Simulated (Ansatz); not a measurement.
## Electric field gradients in ZnP4

The cell is a computed structure from the Materials Project (it need not be an observed phase).

```cif
data_ZnP4
_symmetry_space_group_name_H-M 'P4_12_12'
_symmetry_Int_Tables_number 92
_cell_length_a 5.0459
_cell_length_b 5.0459
_cell_length_c 14.6337
_cell_angle_alpha 90.000
_cell_angle_beta 90.000
_cell_angle_gamma 90.000
loop_
_atom_site_label
_atom_site_type_symbol
_atom_site_symmetry_multiplicity
_atom_site_Wyckoff_symbol
_atom_site_fract_x
_atom_site_fract_y
_atom_site_fract_z
Zn Zn 4 a 0.8020 0.8020 0.5000
P5 P 8 b 0.9239 0.3198 0.2990
P9 P 8 b 0.0985 0.9878 0.3748
```

One atom of each set is listed.

Method: Kohn–Sham DFT in Ansatz, PBE, plane waves and PAW, scalar-relativistic, 420 eV cutoff, Γ-centred 7×7×3 k-points, Fermi–Dirac smearing 0.05 eV.

V_zz is the principal component of the electric field gradient with the largest magnitude, η = (V_xx − V_yy)/V_zz and C_Q = eQV_zz/h.

67Zn: I = 5/2, Q = 122.0 mb. Quadrupole moments are those of Pyykkö's year-2017 table.

```json
{"site": "Zn", "atoms": "4", "first shell": "6 P at 2.54–2.79 Å", "V_xx, V_yy, V_zz (10²¹ V/m²)": "-2.66, -2.97, 5.63", "η": "0.06", "C_Q (MHz)": "16.6"}
{"site": "P5", "atoms": "8", "first shell": "3 P at 2.19–2.26 Å; also 1 Zn at 2.79 Å", "V_xx, V_yy, V_zz (10²¹ V/m²)": "3.04, 3.93, -6.97", "η": "0.13", "C_Q (MHz)": "–"}
{"site": "P9", "atoms": "8", "first shell": "2 P at 2.19–2.21 Å, 2 Zn at 2.54–2.56 Å", "V_xx, V_yy, V_zz (10²¹ V/m²)": "1.14, 7.26, -8.40", "η": "0.73", "C_Q (MHz)": "–"}
```

The structure holds P–P bonds (2.19 Å). At P5 V_zz stands upright on the plane through its three neighbours (within 5°).

P has no stable isotope with a ground-state quadrupole moment in the table, so no C_Q is given.
